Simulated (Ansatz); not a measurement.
Here is the system:

AlN:
Space group P6₃mc (No. 186); a = 3.0947 Å, b = 3.0947 Å, c = 10.0203 Å, α = 90.00°, β = 90.00°, γ = 120.00°

| atom | site | symmetry | x | y | z |
|---|---|---|---|---|---|
| Al | 2a | 3m. | 0.0000 | 0.0000 | 0.0015 |
| Al | 2b | 3m. | 0.3333 | 0.6667 | 0.2503 |
| N | 2a | 3m. | 0.0000 | 0.0000 | 0.3119 |
| N | 2b | 3m. | 0.3333 | 0.6667 | 0.0619 |

This is the HSE06-relaxed structure.

Task: All from the program Ansatz at the HSE06 level (PAW), unless another level is named. Predict the smallest direct gap on the standard path.

Result: 5.59 eV.

Task: Predict the band gap.

Result: 5.31 eV (indirect).

Task: Give the conduction-band minimum.

Result: at M (3 equivalent valleys).

Space group P6_3mc. The cell is a constructed one: a structure type filled with these elements. Its sites differ from those of the usual phase in this space group: another stacking or structure type. Symmetry was held in the HSE06 relaxation; whether a distortion lowers the energy is not shown. The hybrid was solved on a coarse mesh, the path and, where they were found, the r²SCAN edge points; its band edges are the extreme levels among these.

Potentials: the later of the program's two PAW sets.
